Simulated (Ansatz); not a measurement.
Total density of states per atom from PBEsol (plane waves, PAW; program Ansatz), in 0.25 eV bins, energy from the Fermi level:

```
E (eV) | states/eV/atom
    -7.85 |  0.00
    -7.60 |  0.00
    -7.35 |  0.00
    -7.10 |  0.00
    -6.85 |  0.00
    -6.60 |  0.00
    -6.35 |  0.00
    -6.10 |  0.00
    -5.85 |  0.00
    -5.60 |  0.00
    -5.35 |  0.00
    -5.10 |  0.00
    -4.85 |  0.00
    -4.60 |  0.00
    -4.35 |  0.00
    -4.10 |  0.00
    -3.85 |  0.00
    -3.60 |  0.00
    -3.35 |  0.00
    -3.10 |  0.00
    -2.85 |  0.00
    -2.60 |  0.00
    -2.35 |  0.00
    -2.10 |  0.01
    -1.85 | ## 0.17
    -1.60 | ### 0.28
    -1.35 | #### 0.38
    -1.10 | ##### 0.46
    -0.85 | ###### 0.54
    -0.60 | ####### 0.63
    -0.35 | ######## 0.73
    -0.10 | ########## 0.88
     0.15 | ########### 0.97
     0.40 | ############ 1.08
     0.65 | ############ 1.05
     0.90 | ############ 1.06
     1.15 | ###################### 2.02
     1.40 | ######################### 2.31
     1.65 | ################ 1.47
     1.90 | ############# 1.14
     2.15 | ################### 1.69
     2.40 | ######################## 2.20
     2.65 | ############################## 2.71
     2.90 | ################# 1.50
     3.15 | ############## 1.29
     3.40 | ################# 1.55
     3.65 | ########################### 2.44
```

Question: Which of these materials gives this?
A) Rb, hcp (Mg type)
B) Tb, hcp (Mg type)
C) Os, hcp (Mg type)
D) Cd, hcp (Mg type)

Answer: A, Rb, hcp (Mg type). Within 0.5 eV of the Fermi level: Rb 5s 88 %, outside the projected shells 11 %. Projections are on Löwdin-orthogonalised atomic valence shells; empty p or d shells of many metals are not among them.

Space group P6_3/mmc (hcp (Mg type)). The workflow started from a Materials Project entry (that database holds measured and hypothetical structures alike); the Crystallography Open Database copy checked does not list it. It is not the phase usual at ambient conditions (space group No. 229). Symmetry was held in the PBEsol relaxation; its stability against distortions is not shown here. Spin–orbit coupling is left out wherever it is not named.

Potentials: the later of the program's two PAW sets.
